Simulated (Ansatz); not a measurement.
A: Ni (fcc, Cu type), a = b = c = 3.463 Å, α = β = γ = 90.00°
B: SrTiO3 (cubic perovskite), a = 3.8914 Å, b = 3.8914 Å, c = 3.8914 Å, α = 90.00°, β = 90.00°, γ = 90.00°
C: CdSe (zinc blende), a = 6.082 Å, b = 6.082 Å, c = 6.082 Å, α = 90.00°, β = 90.00°, γ = 90.00°
D: BAs (zinc blende), a = b = c = 4.768 Å, α = β = γ = 90.00°

Scan: energy against volume (even scaling of the relaxed cell, symmetry kept). All come from one method, each on a k mesh of its own. All were relaxed with their symmetry unable to fall. Relaxed Ni ends ferromagnetic. SrTiO3 is run without spin polarisation. The PAW data are Ansatz's earlier set. The magnetic order is the one the run started from; other orders were not tried. (This holds for the magnetic or f-shell members.)

### Question
Order them by bulk modulus (fitted) (lowest first) at the level PBEsol (plane waves to 420 eV, PAW, scalar-relativistic; Ansatz, a quantum-chemistry and plane-wave program).

### Answer
C (52.0 GPa), D (140 GPa), B (186 GPa), A (230 GPa)

(A scan under strain: stresses follow from slopes of the energy per volume, elastic moduli from its curvatures.)
